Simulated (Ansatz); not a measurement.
BeSe:
```
BeSe
1.0
    3.01319     1.77011     0.00000
   -3.01319     1.77011     0.00000
   -2.07724     0.00000     5.69458
Be Se
2 2
Direct
  0.50000   0.00000   0.00000
  0.00000   0.50000   0.50000
  0.30811   0.30811   0.25000
  0.69189   0.69189   0.75000
```

Relaxed with PBE. Special points in fractions of this cell's reciprocal vectors: Γ (0.000, 0.000, 0.000); C (0.348, 0.348, 0.000); C2 (-0.348, 0.652, 0.000); Y2 (-0.500, 0.500, 0.000); M2 (-0.500, 0.500, 0.500); D (-0.314, 0.686, 0.500); D2 (0.314, 0.314, 0.500); A (0.000, 0.000, 0.500); L2 (0.000, 0.500, 0.500); V2 (0.000, 0.500, 0.000).

Problem. List the band energies nearest the valence-band maximum at these points for PBE in the plane-wave PAW code Ansatz.

Solution. In eV from the valence-band maximum; about four levels below and three above (degenerate sets whole), none deeper than 8.9 eV; points with the same levels are listed once.

| k | below | above |
|---|---|---|
| Γ | -0.74 -0.63 -0.59 -0.34 | 3.03 3.08 3.50 |
| C | -5.54 -4.13 -3.13 -1.62 | 1.79 3.42 3.86 |
| Y2 | -3.25 -3.21 -1.35 -0.53 | 0.44 2.67 3.20 |
| M2 | -3.77 -3.77 -2.35 -2.35 | 1.60 1.60 5.49 5.49 |
| D | -4.60 -4.60 -2.53 -2.53 | 2.19 2.19 5.74 5.74 |
| A | -1.15 -1.15 -0.13 -0.13 | 3.63 3.63 4.62 4.62 |
| L2 | -3.36 -3.15 -1.44 -0.64 | 0.92 3.14 3.24 |
| V2 | -4.24 -3.00 -2.26 -2.18 | 1.55 1.81 5.43 |

Space group C2/c. A made-up cell: these elements were put on the sites of a structure type; neither database checked (COD, Materials Project) lists it. COD files the formula under space group No. 216, so this cell is another polymorph or a model. Its standing as an ambient phase is unchecked. The PBE relaxation kept the symmetry of its start; its stability against distortions is not shown here. Scalar-relativistic: spin–orbit coupling is off unless named, which matters more the heavier the elements.

Potentials: the later of the program's two PAW sets.
